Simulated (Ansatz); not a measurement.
# RbLaTa$_{2}$O$_{7}$: computed property card

RbLaTa2O7:
```
RbLaTa2O7
1.0
    3.83242     0.00000     0.00000
    0.00000     3.83242     0.00000
    0.00000     0.00000    10.99740
Rb La Ta O
1 1 2 7
Cartesian
  1.91621   1.91621   5.49870
  1.91621   1.91621   0.00000
  0.00000   0.00000   2.25085
  0.00000   0.00000   8.74655
  0.00000   0.00000   0.00000
  0.00000   1.91621   1.81227
  0.00000   1.91621   9.18513
  1.91621   0.00000   1.81227
  1.91621   0.00000   9.18513
  0.00000   0.00000   4.03193
  0.00000   0.00000   6.96547
```

Space group P4/mmm (No. 123); conventional cell a = 3.832 Å, b = 3.832 Å, c = 10.997 Å, α = 90.00°, β = 90.00°, γ = 90.00°.

Method: LDA in the plane-wave PAW code Ansatz. Geometry: relaxed at this level of theory. Other levels are named where they apply.

### Cell and energy

```yaml
volume_per_atom: 14.68 Å³
density: 7.18 g/cm³
Formation energy from the elements (no fitted shifts): -3.06 eV/atom
```

### Electronic structure

```yaml
band_gap: 2.18 eV (indirect)
valence_band_maximum: on the M–Γ line, 61 % of the way from M
conduction_band_minimum: at Γ
smallest_direct_gap_on_the_standard_path: 2.25 eV
electron_effective_mass: 0.33 along x (mₑ)
```

### Mechanics

```yaml
Bulk modulus (Birch–Murnaghan fit): 900 kbar
Pressure derivative B′: 7.8
Elastic constants (relaxed ions, GPa): C11 = 272, C12 = 9.3, C13 = 50.6, C33 = 116, C44 = -3.8, C66 = 62.3
mechanical_stability: unstable (C has a negative eigenvalue)
```

### Dielectric response

```yaml
Electronic dielectric constant ε∞ (DFPT): 4.43 (xx = yy), 3.80 (zz)
Static dielectric constant ε0 (ions relaxed, cell fixed): 54.0 (xx = yy), 12.5 (zz)
Born charges (a third of the trace): Rb +1.43, La +3.97, Ta +5.98, O -2.76 to -1.83 e
```

### Phonons

```yaml
Highest zone-centre frequency (without LO–TO term): 923 cm⁻¹
zone_centre_stability: no imaginary mode at Γ
dynamical_stability_on_the_path: unstable, down to 104i cm⁻¹
```

The workflow started from a Materials Project entry (that database holds measured and hypothetical structures alike); the Crystallography Open Database copy checked does not list it. Its standing as an ambient phase is unchecked. Symmetry was held in the LDA relaxation. No spin polarisation was allowed. The references are the lowest solids computed at this level, not always the standard phases (solids in place of the gases). Spin–orbit coupling is left out wherever it is not named.

Potentials: the later of the program's two PAW sets.
